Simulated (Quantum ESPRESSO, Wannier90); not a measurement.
Tight-binding from DFT: Si$_{2}$Ni (Fm-3m)

```
CELL_PARAMETERS angstrom
      0.00000     2.69315     2.69315
      2.69315     0.00000     2.69315
      2.69315     2.69315     0.00000
ATOMIC_POSITIONS crystal
  Si 0.25000 0.25000 0.25000
  Si 0.75000 0.75000 0.75000
  Ni 0.00000 0.00000 0.00000
```

Cell from Materials Project (mp-2291), symmetrised, no further relaxation. COD (Crystallography Open Database) has an entry of this formula and space group (matched by these alone). Level: PBEsol, no spin polarisation, no spin-orbit coupling; pw.x of Quantum ESPRESSO at 79 Ry with PseudoDojo potentials, 8×8×8 k-points, Wannier90. Density: 10×10×10 mesh, cold smearing 0.01 Ry. A non-magnetic state is assumed; magnetic ones were not tried.

The lattice is scaled uniformly with fixed fractional positions, and at each scale an atom-like model (Si sp, Ni spd; disentangled, num_iter = 0) is made. Listed is the largest hopping of each kind of orbital pair shown, with the distance of the two functions' centres at scale 1; the mesh was not varied.

```json
[
 {"scale": "0.970", "modulus of t, Si1 pz–Si2 pz at 2.69 Å (eV)": "2.660", "modulus of t, Ni3 pz–Si2 s at 2.33 Å (eV)": "1.912", "modulus of t, Si1 s–Ni3 s at 2.33 Å (eV)": "1.807"},
 {"scale": "0.990", "modulus of t, Si1 pz–Si2 pz at 2.69 Å (eV)": "2.512", "modulus of t, Ni3 pz–Si2 s at 2.33 Å (eV)": "1.842", "modulus of t, Si1 s–Ni3 s at 2.33 Å (eV)": "1.749"},
 {"scale": "1.000", "modulus of t, Si1 pz–Si2 pz at 2.69 Å (eV)": "2.440", "modulus of t, Ni3 pz–Si2 s at 2.33 Å (eV)": "1.805", "modulus of t, Si1 s–Ni3 s at 2.33 Å (eV)": "1.715"},
 {"scale": "1.010", "modulus of t, Si1 pz–Si2 pz at 2.69 Å (eV)": "2.369", "modulus of t, Ni3 pz–Si2 s at 2.33 Å (eV)": "1.772", "modulus of t, Si1 s–Ni3 s at 2.33 Å (eV)": "1.685"},
 {"scale": "1.030", "modulus of t, Si1 pz–Si2 pz at 2.69 Å (eV)": "2.232", "modulus of t, Ni3 pz–Si2 s at 2.33 Å (eV)": "1.701", "modulus of t, Si1 s–Ni3 s at 2.33 Å (eV)": "1.619"}
]
```

### Question
With |t| ∝ d^(−η), find η for each hopping from the ends of the series.

### Answer
- Si1 pz–Si2 pz at 2.69 Å: η = −ln(2.232/2.660)/ln(1.030/0.970) = 2.9
- Ni3 pz–Si2 s at 2.33 Å: η = −ln(1.701/1.912)/ln(1.030/0.970) = 1.9
- Si1 s–Ni3 s at 2.33 Å: η = −ln(1.619/1.807)/ln(1.030/0.970) = 1.8
Harrison's rules would take η = 2.0, 2.0, 2.0 for these pairs; they describe atomic orbitals, while these are orthogonalised and change shape with the volume.
